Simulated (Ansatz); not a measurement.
Profile along the Os–Os line in Os (fcc, Cu type)

Os (fcc, Cu type), conventional cell a = b = c = 3.802 Å, α = β = γ = 90.00°. The calculation uses the primitive cell of 1 atom, to which meshes and values per cell refer.

Fields along a shortest Os–Os line of a {100} plane (2.69 Å), from Os to Os, interpolated on the slice's grid (step about 0.1 Å). Computed with LDA (plane waves to 420 eV, PAW, scalar-relativistic; Ansatz, a first-principles code). k mesh 21×21×21. Near the nuclei the fields are pseudised (PAW); where an atom keeps semicore shells as valence, they peak there. Os is run without spin polarisation. Os was relaxed with its symmetry unable to fall. Spin-orbit coupling is left out, though Os is heavy. This is one of several known forms of Os; the measured ambient cells at hand have space group No. 194.

```
distance from Os (Å)  valence electron density (e/Å³)  electron localisation function
--------------------  -------------------------------  ------------------------------
0.00                                             7.80                               x
0.27                                             7.89                               x
0.54                                             5.35                            0.69
0.81                                             1.84                            0.48
1.08                                             0.66                            0.30
1.34                                             0.48                            0.39
1.61                                             0.66                            0.30
1.88                                             1.84                            0.48
2.15                                             5.35                            0.69
2.42                                             7.89                               x
2.69                                             7.80                               x
```

x: too close to a nucleus for the ELF to mean much.

Density on the Os–Os line (2.69 Å) at its midpoint: 0.48 e/Å³. ELF at that point: 0.39.
